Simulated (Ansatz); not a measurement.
# Calculated with Ansatz: BaHPd, relaxation

Run with:

```bash
ansatz run input.yaml --threads 2 --pin off --max-ram 2560MiB --backend cpu --events-out ev --progress --plain --runs-dir out
```

input.yaml:

```yaml
crystal:
  lattice:
    - [4.173386, 0.0, 0.0]
    - [0.0, 4.173386, 0.0]
    - [0.0, 0.0, 6.874594]
  atoms:
    - { symbol: Pd, position: [0.25, 0.25, 0.6526] }
    - { symbol: Pd, position: [0.75, 0.75, 0.3474] }
    - { symbol: Ba, position: [0.25, 0.25, 0.2091] }
    - { symbol: Ba, position: [0.75, 0.75, 0.7909] }
    - { symbol: H, position: [0.75, 0.25, 0.0] }
    - { symbol: H, position: [0.25, 0.75, 0.0] }
  symmetry: { tolerance: 0.0003 }
kpoints:
  mp_grid: { grid: [4, 4, 4], shift: [0, 0, 0] }
magnetization:
  noncollinear: true
  spin_orbit: true
scf:
  occupations: { method: fermi_dirac, width: 0.0133 }
  lower_state_search: "off"
hamiltonian:
  pseudopotentials: { kind: paw_fr }
  xc: r2scan
basis:
  ecutwfc: 500
  fft_grid_basis: typed
relax:
  max_steps: 40
  cell: { p_target: 0.0 }
output:
  forces: true
  stress: true
  eigenvalues: true
  bader: true
  populations: true
  elf: true
  write_potential: true
  volumetric_format: npy
  dos:
    e_range: [-12, 8]
    de: 0.05
    projected: { site_lists: { Ba: [Ba], H: [H], Pd: [Pd] } }
    method: { smearing: { sigma: 0.1, scheme: gaussian } }
  write_density: true
checkpoint:
  read: saved_state
```

Origin of the cell: a known structure type with other elements, at an estimated volume, so it need not be a known compound.

The saved state is a converged single point of the same cell.

Steps («new basis» is an SCF on plane waves selected anew at the same cell):

```
step  ΔF (meV/atom)  max force component (eV/Å)  P (GPa)  volume (Å³)  SCF iterations   step was
   1            0.0                       0.539     3.92       119.74               8   accepted
   2          -62.8                       0.621    -0.48       133.39              10   accepted
   3         -111.6                       0.636    -0.76       134.93              11   accepted
   4         -172.3                       0.531     0.19       134.41              11   accepted
   5         -212.8                       0.129     0.59       135.28              10   accepted
   6         -236.2                       0.317     0.35       135.32              11   accepted
   7         -253.2                       0.141    -0.38       134.02               7   accepted
   8         -255.3                       0.024    -0.43       132.97              11   accepted
   9         -248.2                       0.487     1.48       126.41              10   rejected
  10         -255.7                       0.024     0.09       131.13              13   accepted
  11         -255.8                       0.002     0.00       131.29               7   accepted
  12         -258.4                       0.001     0.09       131.29               9  new basis
  13         -258.5                       0.009     0.01       131.27               7   accepted
  14         -258.5                       0.001     0.00       131.13               9   accepted
  15         -258.5                       0.001     0.00       131.13               7  new basis
```

Step 1, with forces in eV/Å:

```xyz
6
Lattice="4.173 0.000 0.000 0.000 4.173 0.000 0.000 0.000 6.875" Properties=species:S:1:pos:R:3:forces:R:3 pbc="T T T" step=1
Pd    1.043    1.043    4.486    0.000    0.000   -0.539
Pd    3.130    3.130    2.388    0.000    0.000    0.539
Ba    1.043    1.043    1.437    0.000    0.000   -0.279
Ba    3.130    3.130    5.437    0.000    0.000    0.279
H     3.130    1.043    0.000    0.000    0.000    0.000
H     1.043    3.130    0.000    0.000    0.000    0.000
```

Step 2, with forces in eV/Å:

```xyz
6
Lattice="4.301 0.000 0.000 0.000 4.301 0.000 0.000 0.000 7.209" Properties=species:S:1:pos:R:3:forces:R:3 pbc="T T T" step=2
Pd    1.075    1.075    4.503    0.000    0.000   -0.621
Pd    3.226    3.226    2.706    0.000    0.000    0.621
Ba    1.075    1.075    1.412    0.000    0.000    0.129
Ba    3.226    3.226    5.798    0.000    0.000   -0.129
H     3.226    1.075    0.000    0.000    0.000    0.000
H     1.075    3.226    0.000    0.000    0.000    0.000
```

Step 3, with forces in eV/Å:

```xyz
6
Lattice="4.272 0.000 0.000 0.000 4.272 0.000 0.000 0.000 7.393" Properties=species:S:1:pos:R:3:forces:R:3 pbc="T T T" step=3
Pd    1.068    1.068    4.413    0.000    0.000   -0.636
Pd    3.204    3.204    2.980    0.000    0.000    0.636
Ba    1.068    1.068    1.433    0.000    0.000    0.094
Ba    3.204    3.204    5.960    0.000    0.000   -0.094
H     3.204    1.068    0.000    0.000    0.000    0.000
H     1.068    3.204    0.000    0.000    0.000    0.000
```

Step 4, with forces in eV/Å:

```xyz
6
Lattice="4.218 0.000 0.000 0.000 4.218 0.000 0.000 0.000 7.554" Properties=species:S:1:pos:R:3:forces:R:3 pbc="T T T" step=4
Pd    1.055    1.055    4.294    0.000    0.000   -0.531
Pd    3.164    3.164    3.260    0.000    0.000    0.531
Ba    1.055    1.055    1.464    0.000    0.000   -0.082
Ba    3.164    3.164    6.091    0.000    0.000    0.082
H     3.164    1.055    0.000    0.000    0.000    0.000
H     1.055    3.164    0.000    0.000    0.000    0.000
```

Step 5, with forces in eV/Å:

```xyz
6
Lattice="4.171 0.000 0.000 0.000 4.171 0.000 0.000 0.000 7.777" Properties=species:S:1:pos:R:3:forces:R:3 pbc="T T T" step=5
Pd    1.043    1.043    4.199    0.000    0.000    0.119
Pd    3.128    3.128    3.578    0.000    0.000   -0.119
Ba    1.043    1.043    1.494    0.000    0.000   -0.129
Ba    3.128    3.128    6.284    0.000    0.000    0.129
H     3.128    1.043    0.000    0.000    0.000    0.000
H     1.043    3.128    0.000    0.000    0.000    0.000
```

Step 6, with forces in eV/Å:

```xyz
6
Lattice="4.085 0.000 0.000 0.000 4.085 0.000 0.000 0.000 8.110" Properties=species:S:1:pos:R:3:forces:R:3 pbc="T T T" step=6
Pd    1.021    1.021    4.282    0.000    0.000    0.317
Pd    3.064    3.064    3.828    0.000    0.000   -0.317
Ba    1.021    1.021    1.568    0.000    0.000   -0.068
Ba    3.064    3.064    6.542    0.000    0.000    0.068
H     3.064    1.021    0.000    0.000    0.000    0.000
H     1.021    3.064    0.000    0.000    0.000    0.000
```

Step 7, with forces in eV/Å:

```xyz
6
Lattice="3.985 0.000 0.000 0.000 3.985 0.000 0.000 0.000 8.438" Properties=species:S:1:pos:R:3:forces:R:3 pbc="T T T" step=7
Pd    0.996    0.996    4.473    0.000    0.000    0.110
Pd    2.989    2.989    3.965    0.000    0.000   -0.110
Ba    0.996    0.996    1.662    0.000    0.000   -0.141
Ba    2.989    2.989    6.776    0.000    0.000    0.141
H     2.989    0.996    0.000    0.000    0.000    0.000
H     0.996    2.989    0.000    0.000    0.000    0.000
```

Step 8, with forces in eV/Å:

```xyz
6
Lattice="3.950 0.000 0.000 0.000 3.950 0.000 0.000 0.000 8.522" Properties=species:S:1:pos:R:3:forces:R:3 pbc="T T T" step=8
Pd    0.988    0.988    4.541    0.000    0.000   -0.007
Pd    2.963    2.963    3.981    0.000    0.000    0.007
Ba    0.988    0.988    1.663    0.000    0.000    0.024
Ba    2.963    2.963    6.859    0.000    0.000   -0.024
H     2.963    0.988    0.000    0.000    0.000    0.000
H     0.988    2.963    0.000    0.000    0.000    0.000
```

Step 10, with forces in eV/Å:

```xyz
6
Lattice="3.927 0.000 0.000 0.000 3.927 0.000 0.000 0.000 8.502" Properties=species:S:1:pos:R:3:forces:R:3 pbc="T T T" step=10
Pd    0.982    0.982    4.536    0.000    0.000    0.005
Pd    2.945    2.945    3.967    0.000    0.000   -0.005
Ba    0.982    0.982    1.659    0.000    0.000    0.024
Ba    2.945    2.945    6.843    0.000    0.000   -0.024
H     2.945    0.982    0.000    0.000    0.000    0.000
H     0.982    2.945    0.000    0.000    0.000    0.000
```

Step 15, with forces in eV/Å:

```xyz
6
Lattice="3.914 0.000 0.000 0.000 3.914 0.000 0.000 0.000 8.561" Properties=species:S:1:pos:R:3:forces:R:3 pbc="T T T" step=15
Pd    0.978    0.978    4.566    0.000    0.000    0.001
Pd    2.935    2.935    3.995    0.000    0.000   -0.001
Ba    0.978    0.978    1.672    0.000    0.000   -0.001
Ba    2.935    2.935    6.890    0.000    0.000    0.001
H     2.935    0.978    0.000    0.000    0.000    0.000
H     0.978    2.935    0.000    0.000    0.000    0.000
```

```yaml
Free_energy_lowered_by: 258.5 meV/atom
Volume_change: 9.52 %
Final_pressure: 0.00 GPa
Relaxation_steps_listed: 15
```

Caveats: the k mesh is coarse if the cell is a metal; the relaxation held the start's symmetry, so the end may be a saddle point.

Time: 12 min on 2 threads of Arm Neoverse V1, on a shared host, peak memory 1.1 GiB, from a saved density.
